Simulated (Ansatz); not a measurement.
Space group P-3m1 (No. 164). a = 3.772 Å, b = 3.772 Å, c = 4.822 Å, α = 90.00°, β = 90.00°, γ = 120.00°
| atom | site | symmetry | x | y | z |
| --- | --- | --- | --- | --- | --- |
| Pt | 1a | -3m. | 0.0000 | 0.0000 | 0.0000 |
| Se | 2d | 3m. | 0.3333 | 0.6667 | 0.2655 |

Equation of state of this PtSe2 structure (not necessarily the ground state), with shape and atoms relaxed at each volume where symmetry leaves them free. It has no gap at any of these volumes. Computed with DFT PBE+D3(BJ), scalar-relativistic, plane waves, PAW (Ansatz 0.2.0).

Plane waves to 420 eV, a k mesh through Γ of 12×12×10 on the computed 3-atom cell and Gaussian smearing (0.10 eV); no spin polarisation.

```tsv
V (Å³/atom)	E − E(largest V) (meV/atom)	P (GPa)
17.425	58.07	12.91
18.019	18.58	8.45
18.613	-5.86	4.84
19.207	-18.48	2.03
19.801	-22.05	-0.02
20.395	-19.22	-1.45
20.989	-12.33	-2.33
21.782	0.00	-2.65
```

Question: Fit a third-order Birch–Murnaghan equation to E(V).

Answer: V0 = 19.82 Å³/atom, B0 = 54 GPa, B0' = 11.1. B0' is unusual or poorly fixed by this range.

Spin-orbit coupling is left out, which matters for the bands of heavy elements.